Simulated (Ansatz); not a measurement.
Given:

MgRh (CsCl type, space group No. 221), a = 3.0475 Å, b = 3.0475 Å, c = 3.0475 Å, α = 90.00°, β = 90.00°, γ = 90.00°.

This is the LDA-relaxed structure.

Q: All from LDA (plane waves, PAW; program Ansatz), unless another level is named. Give the formation energy from the elements (no fitted shifts).

A: -0.41 eV/atom.

Q: Next, the density of states at the Fermi level?

A: 0.50 states/eV per atom (mean over ±0.08 eV).

Space group Pm-3m (CsCl type). The workflow started from a Materials Project entry (that database holds measured and hypothetical structures alike); the Crystallography Open Database files this formula in space group No. 221, but the cells were not matched. Its standing as an ambient phase is unchecked. The cell was relaxed with LDA under the symmetry of its start; of distortions, only those at the zone centre were tested. No spin polarisation was allowed. The references are the lowest solids computed at this level, not always the standard phases. Scalar-relativistic: spin–orbit coupling is off unless named, which matters more the heavier the elements.

Potentials: the later of the program's two PAW sets.
